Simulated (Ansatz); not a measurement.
**Property card for BeS**

BeS:
```cif
data_Be2S2
_chemical_formula_sum 'Be2 S2'
_space_group_name_H-M_alt 'P4/nmm :1'
_space_group_IT_number 129
_space_group_name_Hall 'P 4ab 2ab -1ab'
_cell_length_a 3.43737
_cell_length_b 3.43737
_cell_length_c 5.18833
_cell_angle_alpha 90.000
_cell_angle_beta 90.000
_cell_angle_gamma 90.000
loop_
_space_group_symop_operation_xyz
  'x, y, z'
  '-y+1/2, x+1/2, z'
  '-x, -y, z'
  'y+1/2, -x+1/2, z'
  'x+1/2, -y+1/2, -z'
  '-y, -x, -z'
  '-x+1/2, y+1/2, -z'
  'y, x, -z'
  '-x+1/2, -y+1/2, -z'
  'y, -x, -z'
  'x+1/2, y+1/2, -z'
  '-y, x, -z'
  '-x, y, z'
  'y+1/2, x+1/2, z'
  'x, -y, z'
  '-y+1/2, -x+1/2, z'
loop_
_atom_site_label
_atom_site_type_symbol
_atom_site_symmetry_multiplicity
_atom_site_Wyckoff_symbol
_atom_site_fract_x
_atom_site_fract_y
_atom_site_fract_z
_atom_site_occupancy
Be1 Be 2 b 0.50000 0.50000 0.50000 1
S1 S 2 c 0.00000 0.50000 0.26471 1
```

Space group P4/nmm (No. 129); conventional cell a = 3.437 Å, b = 3.437 Å, c = 5.188 Å, α = 90.00°, β = 90.00°, γ = 90.00°.

Method: PBE+D3(BJ) (plane waves, PAW; program Ansatz). The cell and atoms are relaxed at this level. Other levels are named where they apply.

**Cell and energy**

```
Quantity                                                      Result
-----------------------------------------------------  -------------
Volume per atom                                             15.33 Å³
Density                                                   2.23 g/cm³
Formation energy from the elements (no fitted shifts)  -0.90 eV/atom
```

**Electronic structure**

```
Item                                                       Value
-----------------------  ---------------------------------------
Band gap                   3.18 eV (smallest direct gap 3.18 eV)
Valence-band maximum     on the M–Γ line, 90 % of the way from M
Conduction-band minimum                                     at Γ
Electron effective mass    0.39, 0.39, 1.3 mₑ (principal values)
Hole effective mass          1.9, 2.5, 3.2 mₑ (principal values)
```

**Mechanics**

```
Property                              Result
----------------------------------  --------
Bulk modulus (Birch–Murnaghan fit)  23.8 GPa
Pressure derivative B′                   9.8
```

The start of the workflow was typed in or built on a structure type; neither database checked (COD, Materials Project) lists it. COD files the formula under space group No. 216. Its standing as an ambient phase is unchecked. Symmetry was held in the PBE+D3(BJ) relaxation; its stability against distortions is not shown here. The volume moved by 23 % from the start of the relaxation. The references are the lowest solids computed at this level, not always the standard phases.

Potentials: the earlier of the program's two PAW sets.
